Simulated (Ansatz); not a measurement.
Cold compression of LiInPt

```
CELL_PARAMETERS angstrom
4.46749 0.00000 0.00000
-2.23374 3.86896 0.00000
0.00000 0.00000 2.88456
ATOMIC_POSITIONS crystal
Li 0.00000 0.00000 0.00000
In 0.33333 0.66667 0.50000
Pt 0.66667 0.33333 0.00000
```

The base volume is that of a database entry, with shape and atoms relaxed on PAW files at held volume, so it needn't be at zero pressure; the structure needn't be the stable phase, at rest or compressed.

Its volume is scaled, and at each volume shape and atoms are relaxed on PAW files; all methods then take that cell.

Level of theory: DFT with PBEsol, scalar-relativistic, in Ansatz 0.2.0; a Γ-centred 9×9×12 k mesh, Fermi–Dirac smearing of 0.05 eV, no spin polarisation. LAPW: all electrons, basis error target 1 meV/atom; PAW: frozen-core files, cutoff 420 eV; crystal datasets: all electrons, by PAW datasets that the program makes for each cell.

Energies are extrapolated to zero smearing and count from the unscaled cell; pressure is positive in compression; gaps take the mesh and a band path. No temperature or zero-point motion is included.

Spin–orbit coupling is left out, which matters for the heavy atoms. The PAW files were made under PBE.

```tsv
V/V0	V (Å³/atom)	P LAPW (GPa)	ΔE LAPW (eV/atom)	P PAW − LAPW (GPa)	ΔE PAW − LAPW (meV/atom)	space group	shortest distance (Å)
1.00	16.62	-5.23	0.000	0.00	0.0	P-6m2	?
0.85	14.13	15.71	0.056	0.00	0.0	P-6m2	2.430
0.75	12.46	46.1	0.359	0.03	0.1	P-6m2	2.320
0.60	9.97	154.5	1.775	0.16	1.3	P-6m2	2.135
```

(1) Fill in "shortest distance (Å)" for the row "1.00".

(2) From the table, what is the rise of the enthalpy H = E + pV up to the last row, and how stiff is the crystal between the last two rows?

(3) At the smallest volume, how far do crystal datasets lie from LAPW in pressure?

(4) How do the Löwdin populations by LAPW change from the unscaled cell to the last row?

## Answers

(1) 2.579.

(2) ΔH = 1.775 eV + (154.5 GPa × 9.97 Å³ + 5.23 GPa × 16.62 Å³) × 0.006242 eV/(GPa·Å³) = 11.93 eV/atom, of which pV makes 85 %. The mean bulk modulus there is −ΔP/Δln V = 486 GPa.

(3) crystal datasets: 0.00 GPa, on a LAPW pressure of 154.5 GPa.

(4) Li 2s 0.38 → 0.34, In 5s 1.17 → 1.00, In 5p 2.46 → 2.82, Pt 5s 1.97 → 1.92, Pt 6s 0.79 → 0.70, Pt 5d 9.16 → 9.23 electrons an atom. These are projections on the shells that the free atoms fill; 0.15 e a cell lies outside them at the start and 0.16 e at the end.
